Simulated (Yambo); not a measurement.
Quantum ESPRESSO input (LDA, PseudoDojo standard norm-conserving files, scalar-relativistic) whose wavefunctions are converted with p2y:

```
&CONTROL
  calculation = 'nscf'
  pseudo_dir = './pseudo'
  outdir = './out'
/
&SYSTEM
  ibrav = 0
  nat = 2
  ntyp = 2
  ecutwfc = 56.0
  ecutrho = 224.0
  occupations = 'fixed'
  force_symmorphic = .true.
  nbnd = 160
/
&ELECTRONS
  conv_thr = 2e-09
  diago_full_acc = .true.
  diago_thr_init = 1e-08
/
ATOMIC_SPECIES
Cl 35.4500 Cl.upf
Rb 85.4678 Rb.upf
CELL_PARAMETERS angstrom
  0.000000000000   3.188888814000   3.188888814000
  3.188888814000   0.000000000000   3.188888814000
  3.188888814000   3.188888814000   0.000000000000
ATOMIC_POSITIONS crystal
Cl   0.500000000000   0.500000000000   0.500000000000
Rb   0.000000000000   0.000000000000   0.000000000000
K_POINTS automatic
4 4 4 0 0 0
```

Yambo's initialisation report on symmetry, reciprocal space, the k grid and the gaps on this mesh:

```
  [02.02] Symmetries
  ==================

  Inversion symmetry    : yes
  Spatial inversion     : yes
  Inversion index       :  25
  K-space Time-reversal : no
  Magnetic symmetries   : no
  Group table correct   : yes
  Symmetries units      :  [cc]

  [02.03] Reciprocal space
  ========================

  nG shells         :  278
  nG charge         :  24933
  nG WFs            :   3803
  nC WFs            :  3138
  G-vecs. in first 27 shells:  [ Number ]
     1    9   15   27   51   59   65   89  113
    137   169   181   229   259   283   307   331   339
    387   411   459   531   537   561   609   645   701
  ...
  Shell energy in first 27 shells:  [ mHa ]
    0.00000      407.675      543.567      1087.13      1494.81      1630.70      2174.27      2581.94      2717.84
    3261.40      3669.08      4348.54      4756.21      4892.10      5435.67      5843.35      5979.24      6522.81
    6930.48      7066.37      7609.94      8017.62      8697.08      9104.75      9240.64      9784.21      10191.9
  ...

  [02.04] K-grid lattice
  ======================

  Compatible Grid is   : 3D
  Base K vectors       :  K_min[ 1 ]  K_min[ 2 ]  K_min[ 3 ]
  K_min[ 1 ] :  0.000000  0.000000  0.250000 [rlu]
  K_min[ 2 ] :  0.000000 -0.250000  0.000000 [rlu]
  K_min[ 3 ] :  0.250000  0.000000  0.000000 [rlu]
  Grid dimensions      :   4   4   4
  K lattice UC volume  :  0.008856 [a.u.]

  IBZ K-points                                      :   8
  BZ  K-points                                      :   64

  K/Q-points units:
  rlu = crystal or reduced units; cc = cartesian coordinates; iku = interal k-units

  K [1]          [rlu]:  0.000000  0.000000  0.000000
         WF components:  3119
  K [2]          [rlu]:  0.000000  0.000000  0.250000
         WF components:  3080
  K [3]          [rlu]:  0.000000  0.000000 -0.500000
         WF components:  3100
  K [4]          [rlu]:  0.000000  0.250000  0.250000
         WF components:  3066
  K [5]          [rlu]:  0.000000  0.250000 -0.500000
         WF components:  3097
  K [6]          [rlu]:  0.000000  0.250000 -0.250000
         WF components:  3102
  K [7]          [rlu]:  0.000000 -0.500000 -0.500000
         WF components:  3138
  K [8]          [rlu]:  0.250000 -0.500000 -0.250000
         WF components:  3112

  [02.05] Energies & Occupations
  ==============================

  [X] === General ===
  [X] Electronic Temperature                        :  0.000000  0.000000 [eV K]
  [X] Bosonic    Temperature                        :  0.000000  0.000000 [eV K]
  [X] Finite Temperature mode                       : no
  [X] El. density                                   :  0.24670E+24 [cm-3]
  [X] Fermi Level                                   :  1.445428 [eV]

  [X] === Gaps and Widths ===
  [X] Conduction Band Min                           :  4.847975 [eV]
  [X] Valence Band Max                              :  0.000000 [eV]
  [X] Filled Bands                                  :   8
  [X] Empty Bands                                   :    9  160
  [X] Direct Gap                                    :  4.847975 [eV]
  [X] Direct Gap localized at k                     :  1
  [X] Indirect Gap                                  :  4.847975 [eV]
  [X] Indirect Gap between kpts                     :  1  1
  [X] Last valence band width                       :  0.452404 [eV]
  [X] 1st conduction band width                     :  2.791885 [eV]
```
The gaps are LDA values on this mesh alone; only operations without fractional translations are kept.

Geometry relaxed with LDA.
